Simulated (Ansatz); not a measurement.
Relaxed TiC (rock salt):

```xyz
2
Lattice="0.0000 2.1465 2.1465 2.1465 0.0000 2.1465 2.1465 2.1465 0.0000" Properties=species:S:1:pos:R:3 pbc="T T T"
C      0.0000     0.0000     0.0000
Ti     2.1465     2.1465     2.1465
```

Computed with PBEsol (plane waves to 420 eV, PAW, scalar-relativistic; Ansatz, a quantum-chemistry and plane-wave program). k mesh 15×15×15 (Γ-centred), Fermi-Dirac smearing 0.05 eV. With partly filled bands, energies and forces of such displacements shift with the k mesh and the smearing. The PAW data are Ansatz's earlier set. TiC is run without spin polarisation. TiC was relaxed with its symmetry unable to fall.

One atom of the cell was then moved (with its periodic images), all else fixed, and the forces (eV/Å) came out as:

| atom | Fx | Fy | Fz |
|---|---|---|---|
| C1 | -1.809 | 0.000 | 0.000 |
| Ti2 | 1.809 | 0.000 | 0.000 |

With two atoms only their relative shift counts; take C1 as fixed.

Q: Which atom was moved, and by which vector (Å)?

A: Ti2, by (-0.17, 0.00, 0.00), 0.17 Å in all.

(A displaced cell: forces are minus the slopes of the energy, force constants its curvatures, and phonons follow from these.)
